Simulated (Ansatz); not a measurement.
Straining Ti2AlC

These are results of DFT r2SCAN, scalar-relativistic, plane waves, PAW in Ansatz, not measurements. Settings: 500 eV cutoff, 12×12×4 k-mesh, Gaussian smearing of 0.10 eV, no spin polarisation.

Reference structure (relaxed):

```xyz
8
Lattice="3.0547 0.0000 0.0000 -1.5274 2.6455 0.0000 0.0000 0.0000 13.7182" Properties=species:S:1:pos:R:3 pbc="T T T"
Ti    0.0000    1.7637    1.1449
Ti    1.5274    0.8818    8.0040
Ti    1.5274    0.8818   12.5734
Ti    0.0000    1.7637    5.7142
Al    0.0000    1.7637   10.2887
Al    1.5274    0.8818    3.4296
C     0.0000    0.0000    0.0000
C     0.0000    0.0000    6.8591
```

Deformation: uniaxial strain along a, with the lengths of b and c and the atoms relaxed and the angles held, all within the symmetry that the strain leaves. Energies are extrapolated to zero smearing.

| strain (%) | ΔE (meV/atom) | a (Å) | b (Å) | c (Å) |
| --- | --- | --- | --- | --- |
| -3.0 | 12.7 | 2.963 | 3.044 | 13.787 |
| -1.5 | 3.1 | 3.009 | 3.049 | 13.753 |
| +0.0 | 0.0 | 3.055 | 3.055 | 13.718 |
| +1.5 | 2.8 | 3.101 | 3.062 | 13.682 |
| +3.0 | 11.1 | 3.146 | 3.068 | 13.645 |

(1) What stiffness (1/V) d²E/dε² at zero strain does a cubic fit over all points give?

(2) How does the free axis b answer a small strain?

Results:

(1) A cubic fit gives (1/V) d²E/dε² = 305 GPa at zero strain (Young's modulus along this axis, angles held).

(2) Between the innermost points its strain is 0.14 times the applied one.

Cost: 5 runs of about 46 core-minutes in all, on Arm Neoverse V1 (shared hosts).